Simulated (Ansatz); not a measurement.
**LiCd: an elastic constant from a strain scan**

The calculation used Ansatz 0.2.0, DFT r2SCAN, scalar-relativistic, plane waves, PAW. The runs took a 500 eV cutoff, a Γ-centred 12×12×12 mesh and Gaussian smearing (0.15 eV). No spin polarisation. Energies are free energies at this smearing, counted from the undisturbed cell; pressure is positive in compression.

The undisturbed cell (relaxed at this level; it needn't be the usual structure):

```
Li Cd
1.0
     0.00000    3.33575    3.33575
     3.33575    0.00000    3.33575
     3.33575    3.33575    0.00000
Li Cd
2 2
Direct
  0.25000 0.25000 0.25000
  0.00000 0.00000 0.00000
  0.75000 0.75000 0.75000
  0.50000 0.50000 0.50000
```

The cell is strained by ε times the Voigt pattern (0, 1, 0, 0, 0, 0) (xx, yy, zz, yz, xz, xy; engineering shear) with fractional coordinates fixed. The cell holds 4 atoms in V0 = 74.24 Å³. The stress column is τ = (1/V0) dE/dε, got from the stress tensor σ (compression positive) at each point as −det(1 + εP) σ : P(1 + εP)⁻¹, with P the pattern as a tensor.

```
      ε  ΔE (meV/atom)  τ (GPa)
-0.0600         11.474   -3.642
-0.0450          6.116   -2.545
-0.0300          2.561   -1.568
 0.0000          0.000    0.022
 0.0150          0.621    0.677
 0.0450          4.930    1.754
 0.0600              ?        ?
```

Which combination of elastic constants does this scan measure, and how large is it?

For small ε, τ = τ0 + Kε with K = pᵀCp, which for this pattern is C11 in the cubic axes. The parabola through τ at ε = -0.0300, 0 and 0.0150 has slope K = 47 GPa at zero. The energies per cell, E = NΔE, of the same two points give K = 2[E(ε₊)/ε₊ − E(ε₋)/ε₋]/[(ε₊ − ε₋)V0] = 49 GPa, in agreement.

Predict the withheld row at ε = 0.0600 from the harmonic law, and compare.

ΔE = V0(τ0 ε + Kε²/2)/N = 9.909 meV/atom and τ = 2.83 GPa. The calculation gives 8.367 meV/atom and 2.20 GPa: the energy lies 16 % below the harmonic value, as bonds soften when stretched.

In a metal these slopes depend on the k mesh and the smearing.

Cost: 7 runs of about 3.6 core-minutes in all, on Arm Neoverse V2 (shared hosts).